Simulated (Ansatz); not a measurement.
BaTiS3:
```
CELL_PARAMETERS angstrom
     11.75689     0.00000     0.00000
     -5.87844    10.18176     0.00000
      0.00000     0.00000     5.91270
ATOMIC_POSITIONS crystal
  Ba 0.66467 0.00000 0.29340
  Ba 0.66467 0.66467 0.79340
  Ba 0.00000 0.66467 0.29340
  Ba 0.33533 0.00000 0.79340
  Ba 0.33533 0.33533 0.29340
  Ba 0.00000 0.33533 0.79340
  Ti 0.33333 0.66667 0.62866
  Ti 0.66667 0.33333 0.12866
  Ti 0.66667 0.33333 0.62866
  Ti 0.33333 0.66667 0.12866
  Ti 0.00000 0.00000 0.93144
  Ti 0.00000 0.00000 0.43144
  S  0.00000 0.83548 0.71284
  S  0.16452 0.00000 0.21284
  S  0.16452 0.16452 0.71284
  S  0.00000 0.16452 0.21284
  S  0.83548 0.00000 0.71284
  S  0.83548 0.83548 0.21284
  S  0.16998 0.66977 0.84509
  S  0.50021 0.16998 0.34509
  S  0.33023 0.50021 0.84509
  S  0.83002 0.33023 0.34509
  S  0.49979 0.83002 0.84509
  S  0.66977 0.49979 0.34509
  S  0.66977 0.16998 0.84509
  S  0.16998 0.50021 0.34509
  S  0.50021 0.33023 0.84509
  S  0.33023 0.83002 0.34509
  S  0.83002 0.49979 0.84509
  S  0.49979 0.66977 0.34509
```

DFT-r²SCAN in the program Ansatz with PAW potentials gives a gap of 0.41 eV without spin–orbit coupling, maximum at Γ, minimum at Γ.

Problem. What happens when spin–orbit coupling is switched on?

Solution. The gap hardly moves, to 0.41 eV; maximum at Γ, minimum at Γ.

Space group P6_3cm. The start of the workflow was typed in or built on a structure type; neither database checked (COD, Materials Project) lists it. COD files the formula under space group No. 194, so this cell is another polymorph or a model. Whether it is the stable phase at ambient conditions was not checked. Symmetry was held in the r²SCAN relaxation; its stability against distortions is not shown here. The workflow began spin-polarised and lost its moments.

Potentials: the later of the program's two PAW sets.
